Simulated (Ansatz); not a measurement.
AlN:
```
CELL_PARAMETERS angstrom
      3.12080     0.00000     0.00000
     -1.56040     2.70269     0.00000
      0.00000     0.00000    10.11172
ATOMIC_POSITIONS crystal
  Al 0.00000 0.00000 0.00141
  Al 0.00000 0.00000 0.50141
  Al 0.66667 0.33333 0.75033
  Al 0.33333 0.66667 0.25033
  N  0.00000 0.00000 0.81194
  N  0.00000 0.00000 0.31194
  N  0.66667 0.33333 0.56195
  N  0.33333 0.66667 0.06195
```

Tensor components refer to the Cartesian frame of this cell.

### Question
Give the proper piezoelectric stress tensor with relaxed ions from PBE in the plane-wave PAW code Ansatz.

### Answer
In C/m², rows x, y, z, Voigt columns; mesh uncertainty up to 0.00.
```
 0.00   0.00   0.00   0.00   0.28   0.00
 0.00   0.00   0.00   0.28   0.00   0.00
 0.41   0.41  -0.94   0.00   0.00   0.00
```

The elastic tensor of the same run (GPa):

```
      1     2     3    4    5    6
-  ----  ----  ----  ---  ---  ---
1   369   133  84.2  0.0  0.0  0.0
2   133   369  84.2  0.0  0.0  0.0
3  84.2  84.2   396  0.0  0.0  0.0
4   0.0   0.0   0.0  106  0.0  0.0
5   0.0   0.0   0.0  0.0  106  0.0
6   0.0   0.0   0.0  0.0  0.0  118
```

### Question
Convert to strain constants d = e·S.

### Answer
In pC/N:
```
 0.0   0.0   0.0   0.0   2.7   0.0
 0.0   0.0   0.0   2.7   0.0   0.0
 1.3   1.3  -2.9   0.0   0.0   0.0
```

Space group P6_3mc. The cell is a constructed one: a structure type filled with these elements. Its sites differ from those of the usual phase in this space group: another stacking or structure type. The PBE relaxation kept the symmetry of its start; phonons on a q-mesh show no instability.

Potentials: the later of the program's two PAW sets.
